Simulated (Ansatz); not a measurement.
Here is an unrelaxed guess for KHfAs.

```cif
data_structure
_symmetry_space_group_name_H-M 'P 1'
_symmetry_Int_Tables_number 1
_cell_length_a 4.4939
_cell_length_b 4.4939
_cell_length_c 5.3633
_cell_angle_alpha 90.000
_cell_angle_beta 90.000
_cell_angle_gamma 120.000
_cell_volume 93.80
loop_
_atom_site_label
_atom_site_type_symbol
_atom_site_fract_x
_atom_site_fract_y
_atom_site_fract_z
_atom_site_occupancy
K1 K 0.00000 0.00000 0.00000 1
Hf1 Hf 0.66667 0.33333 0.50000 1
As1 As 0.33333 0.66667 0.50000 1
```

Theory: DFT PBE, scalar-relativistic, plane waves, PAW in Ansatz 0.2.0. Plane waves to 420 eV, a k mesh through Γ of 6×6×4 on the computed 3-atom cell and Gaussian smearing (0.10 eV); no spin polarisation.

Energies over the elements count from the elements' standard structures at the same level, with no fitted energy shifts.

Question: What does a single point on this coarse mesh give?

Answer: The pressure is 1.7 GPa (the mean over three directions, positive in compression), the largest force is 0.00 eV/Å (symmetry fixes the atoms), and the energy is +0.03 eV/atom against the elements. The shortest distance is 2.59 Å.

Question: How much does it gain on relaxing, and where does it end?

Answer: Relaxing gains under 0.1 eV/atom (the start's value is from the coarse mesh, so the gain is rough) in 8 ionic steps and ends at +0.02 eV/atom on the finer mesh. The symmetry stays P-6m2 (No. 187). The volume per atom grows by 9.9 %, from 31.3 to 34.4 Å³. The shortest distance goes from 2.59 Å (Hf–As) to 2.61 Å (Hf–As). Conventional cell: a = 4.520 Å, c = 5.829 Å. Around K lie 6 As at 3.91 Å and 6 Hf at 3.91 Å; Hf has 3 As at 2.61 Å and 6 K at 3.91 Å; As is surrounded by 3 Hf at 2.61 Å and 6 K at 3.91 Å.

The last run used a 12×12×8 mesh (in the run's order of axes) for its 3-atom cell and Gaussian smearing of 0.10 eV. The k mesh leaves some 4 meV/atom of noise in the energy of each metallic cell. These runs have no spin–orbit coupling, which can matter for Hf. The reference form of As is held partly by dispersion forces, which this level lacks. The relaxation can't lower the symmetry of the start. A structure relaxed within its symmetry needn't be a true minimum.
